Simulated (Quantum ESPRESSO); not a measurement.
## Al3MgN3O (a curve over one atom's position)

Computed values, not a measurement. The program is pw.x of Quantum ESPRESSO 7.5 (plane-wave density functional theory). The cell is made up: 8 atoms on a wurtzite lattice, with randomly drawn elements, strain and displacements, not relaxed. PseudoDojo standard norm-conserving files (v0.5 for PBE, v0.4.1 for LDA and PBEsol) set the functional; there is no spin polarisation, spin-orbit coupling or dispersion term, and the masses in the input are unused placeholders.

Seven runs move atom 4 (Mg, counted in the order of the input) along x and keep all else fixed.

Input of the run at +0.0068:

```
&control calculation='scf', pseudo_dir='./dojo.nc.sr.pbe.v0_5.standard.upf', outdir='./o', disk_io='low', tprnfor=.true., tstress=.true. /
&system ibrav=0, nat=8, ntyp=4, nbnd=26, ecutwfc=84.00895049, nosym=.true., tot_charge=0,
 occupations='smearing', smearing='fd', degauss=0.0018374661
/
&electrons conv_thr=7.350e-09, electron_maxstep=60, /
ATOMIC_SPECIES
Al 1.0 Al.upf
Mg 1.0 Mg.upf
N 1.0 N.upf
O 1.0 O.upf
CELL_PARAMETERS angstrom
3.1341 -0.0344 0.0289
-0.0596 5.385 -0.0205
0.0472 -0.0193 5.0112
ATOMIC_POSITIONS angstrom
Al -0.0345 -0.0212 0.0034
Al 1.5892 2.6441 -0.0109
Al 1.4367 0.8928 2.5483
Mg -0.0688 3.5896 2.4799
N 0.1055 0.0697 1.8685
N 1.5944 2.702 1.8799
N 1.5343 0.7996 4.425
O -0.0032 3.5243 4.2887
K_POINTS automatic
6 4 4 1 1 1
```

| shift of atom 4 along x (Å) | free energy less that of the input shown (eV) | Fx on atom 4 (eV/Å) | Fy on atom 4 (eV/Å) | Fz on atom 4 (eV/Å) | pressure (GPa) | next band up at Gamma (eV) | iterations |
| --- | --- | --- | --- | --- | --- | --- | --- |
| -0.1583 | 0.6086 | 5.611 | 2.752 | -0.751 | 13.30 | 1.257 | 12 |
| -0.1006 | 0.3256 | 4.206 | 1.916 | -1.383 | 12.31 | 1.290 | 12 |
| -0.0729 | 0.2178 | 3.586 | 1.600 | -1.627 | 11.92 | 1.305 | 12 |
| -0.0403 | 0.1123 | 2.886 | 1.285 | -1.859 | 11.54 | 1.320 | 12 |
| +0.0068 | 0.0000 | 1.899 | 0.953 | -2.111 | 11.12 | 1.338 | 12 |
| +0.0998 | -0.0915 | 0.078 | 0.672 | -2.307 | 10.76 | 1.356 | 12 |
| +0.1221 | -0.0886 | -0.342 | 0.677 | -2.296 | 10.76 | 1.355 | 12 |

A cubic fit gives dFx/dx = -20.36 eV/Å² at zero shift. Across the table the free energy follows the integral of the force to within 1.1 meV. A rerun of one of the cells at 1437 eV and a 8 x 6 x 6 mesh moved values by no more than 0.002 eV in energy, 0.02 GPa in stress and 0.003 eV/Å in force. The band column is the level of band 21 at Gamma less that of band 20, whose number is half the electron count, rounded up; it comes from a band step after each run.